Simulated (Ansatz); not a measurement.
**Is this YPtC2N2 structure a true minimum?**

The structure comes from a generated guess, relaxed at this level; another structure or a mixture of phases may lie lower.

The calculation used DFT PBE, scalar-relativistic, plane waves, PAW (Ansatz). Settings: cutoff 420 eV, Γ-centred mesh 8×8×12 on the computed 6-atom cell, Gaussian smearing of 0.10 eV; no spin polarisation.

The cell below (6 atoms, space group Immm (No. 71) when read loosely, C2/m at 0.01 Å) is relaxed within its symmetry.

```cif
data_structure
_symmetry_space_group_name_H-M 'P 1'
_symmetry_Int_Tables_number 1
_cell_length_a 5.8157
_cell_length_b 5.8157
_cell_length_c 3.6042
_cell_angle_alpha 107.977
_cell_angle_beta 107.977
_cell_angle_gamma 107.612
_cell_volume 99.06
loop_
_atom_site_label
_atom_site_type_symbol
_atom_site_fract_x
_atom_site_fract_y
_atom_site_fract_z
_atom_site_occupancy
Y1 Y 0.50000 0.50000 0.50000 1
Pt1 Pt 0.00000 0.00000 0.00000 1
C1 C 0.79596 0.20404 0.00000 1
C2 C 0.20404 0.79596 0.00000 1
N1 N 0.66783 0.33217 0.00000 1
N2 N 0.33217 0.66783 0.00000 1
```

For the test a repeat of it with 12 atoms (edges 5.82, 5.82, 6.88 Å) was strained at random (σ = 1.5 % a component), the atoms were moved at random (σ = 0.15 Å), and all was relaxed again on a coarse 4×4×4 mesh (in the run’s order of axes) with 0.20 eV smearing, with no symmetry imposed.

Spin–orbit coupling, which can matter for Pt, is left out.

Q: Is the structure stable against such a distortion?

A: It doesn't return. The energy falls by 13 meV/atom on that mesh, the volume changes by -0.3 %, and the end has space group C2/m (No. 12) at a loose tolerance. Relaxed again on an 8×8×6 mesh with 0.10 eV smearing, the new structure lies 13 meV/atom below the first (mesh in the axes of the run's cell; the cell below is made exact in the group named). Space group C2/m (No. 12), monoclinic, a = 6.891 Å, b = 9.306 Å, c = 6.854 Å, β = 115.9°. Around Y on its first site lie 4 N at 2.40 Å and 2 Pt at 2.96 Å; Pt is surrounded by 2 C at 1.91 Å, 1 Pt at 2.88 Å and 2 Y at 2.91–2.96 Å; C has 1 N at 1.20 Å and 1 Pt at 1.91 Å; N is surrounded by 1 C at 1.20 Å and 2 Y at 2.40 Å; 1 more site not described.

```
Y Pt C N
1.0
     3.44547   -4.65306    0.00000
     3.44547    4.65306    0.00000
    -2.98911    0.00000    6.16778
Y Pt C N
2 2 4 4
Direct
  0.00000 0.00000 0.50000
  0.50000 0.50000 0.00000
  0.30416 0.30416 0.30077
  0.69584 0.69584 0.69923
  0.92635 0.51776 0.73309
  0.48224 0.07365 0.26691
  0.51776 0.92635 0.73309
  0.07365 0.48224 0.26691
  0.07377 0.40871 0.75786
  0.59129 0.92623 0.24214
  0.40871 0.07377 0.75786
  0.92623 0.59129 0.24214
```
